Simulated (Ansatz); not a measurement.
Relaxed PbO$_{2}$ (space group Pbcn):

```
PbO2
1.0
    5.04284     0.00000     0.00000
    0.00000     5.82901     0.00000
    0.00000     0.00000     5.41070
Pb O
4 8
Direct
  0.50000   0.18653   0.75000
  0.50000   0.81347   0.25000
  0.00000   0.31347   0.25000
  0.00000   0.68653   0.75000
  0.26443   0.08750   0.43302
  0.73557   0.91250   0.56698
  0.23557   0.41250   0.93302
  0.76443   0.58750   0.06698
  0.76443   0.41250   0.56698
  0.23557   0.58750   0.43302
  0.73557   0.08750   0.06698
  0.26443   0.91250   0.93302
```

A phonon eigenvector at Γ is frozen into this cell: atom i moves by Q times the vector below, so Q is the largest atomic displacement, in Å. The cell is held.

```csv
atom,x,y,z
Pb1,-0.003,0.000,-0.102
Pb2,-0.003,0.000,-0.102
Pb3,0.003,0.000,-0.102
Pb4,0.003,0.000,-0.102
O5,0.719,-0.212,0.662
O6,0.719,-0.212,0.662
O7,-0.719,0.212,0.662
O8,-0.719,0.212,0.662
O9,-0.719,-0.212,0.662
O10,-0.719,-0.212,0.662
O11,0.719,0.212,0.662
O12,0.719,0.212,0.662
```

The numbers are results of LDA (plane waves to 420 eV, PAW, scalar-relativistic; Ansatz, a program for electronic structure), not measurements. k mesh 8×7×7 (Γ-centred), Fermi-Dirac smearing 0.05 eV. The energy includes the smearing's −TS. With partly filled bands, energies and forces of such displacements shift with the k mesh and the smearing. At this level the bands of PbO2 touch or barely overlap. PbO2 was relaxed with its symmetry unable to fall. Spin-orbit coupling is left out, though Pb is heavy. This is one of several known forms of PbO2; the measured ambient cells at hand have space group No. 136. The zero of ΔE is the undisplaced structure. The last digit holds for this mesh only.

| Q (Å) | ΔE (meV/cell) |
|---|---|
| -0.180 | 1667.0 |
| -0.150 | withheld |
| -0.120 | 713.3 |
| -0.090 | 395.8 |
| -0.060 | 174.2 |
| -0.030 | 43.3 |
| 0.000 | 0.0 |
| 0.030 | 43.3 |
| 0.060 | 174.2 |
| 0.090 | 395.8 |
| 0.120 | 713.3 |
| 0.150 | withheld |
| 0.180 | 1667.0 |

Task: Fit an even polynomial form (powers 2, 4) to the given rows and predict ΔE at Q = 0.150.

Result: Least squares on the 11 given rows: ΔE = (48000)·Q² + (106400)·Q⁴, in meV/cell with Q in Å; root-mean-square residual 0.05 meV/cell. At 0.150 the fit gives 1133.9 meV/cell; the calculation gives 1134.0 meV/cell, so the interpolation is off by -0.1 (-0.0 %). The quadratic term alone would give 1080.0 meV/cell.

(For displaced atoms, the force is minus the slope of the energy, and its curvature is a force constant, which sets phonon frequencies.)
